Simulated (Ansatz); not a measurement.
A frame of Ta3Si5C5N3 from dynamics at 2880 K, with the forces (eV/Å) computed on a k mesh in the last three columns. Computed with DFT PBE, scalar-relativistic, plane waves, PAW (Ansatz 0.2.0).

Plane waves to 420 eV, a k mesh through Γ of 4×4×4 on the computed 16-atom cell and Fermi–Dirac smearing (0.25 eV); no spin polarisation.

```xyz
16
Lattice="5.521 -0.307 0.139 -0.307 5.978 -0.003 0.139 -0.003 5.874" Properties=species:S:1:pos:R:3:forces:R:3 pbc="T T T"
Si    2.702    4.152    0.949    1.020   -0.220   -1.280
Si    5.015    2.313    3.679   -0.280   -0.310   -1.260
Si    0.699    3.119    0.474   -0.310    3.720    3.980
Si    2.867    2.278    5.222    2.000   -2.000    2.440
Si    1.507    0.252    5.152    0.830   -0.750   -0.410
C     2.389   -0.089    3.008   -0.410    1.850    0.290
C     0.240    1.571    0.052   -0.740   -5.710   -0.300
C    -0.066    3.668    4.961   -0.280    3.790   -1.880
C     0.526    3.703    2.298   -0.160   -0.540   -1.660
C     1.538    1.064    3.166    4.740    0.900    0.660
Ta    2.663    3.582    3.346   -3.550    1.550   -2.200
Ta    5.226    5.610    2.795    0.840   -2.750   -0.170
Ta    4.329   -0.025    5.394   -3.680    0.350   -0.990
N     3.342    5.564    3.266   -1.300    0.260    0.460
N     0.035    4.991    4.386   -0.020   -0.940    4.170
N     0.042    0.356    0.827    1.310    0.800   -1.850
```

Static pressure 19.9 GPa (no kinetic part), no gap on the mesh.

Counting as bonded all pairs within 1.2 times the summed covalent radii:

```csv
atom → neighbour,mean count,mean length (Å),spread (Å)
C → C,0.40,1.44,0.00
C → N,0.60,1.41,0.06
C → Si,1.40,1.88,0.14
C → Ta,1.40,2.35,0.23
N → C,1.00,1.41,0.06
N → Si,0.67,1.95,0.09
N → Ta,2.33,2.05,0.12
Si → C,1.40,1.88,0.14
Si → N,0.40,1.95,0.09
Si → Si,2.00,2.46,0.11
Si → Ta,2.20,2.77,0.26
Ta → C,2.33,2.35,0.23
Ta → N,2.33,2.05,0.12
Ta → Si,3.67,2.77,0.26
Ta → Ta,3.33,3.40,0.31
```

Angles between all pairs of such bonds at an atom (mean ± spread): 109 ± 28° at C, 106 ± 25° at N, 99 ± 32° at Si, 95 ± 36° at Ta.

Spin-orbit coupling is left out, which matters for the bands of heavy elements.

Cost: 1 run of about 0.89 core-minutes, on Arm Neoverse V2 (shared hosts).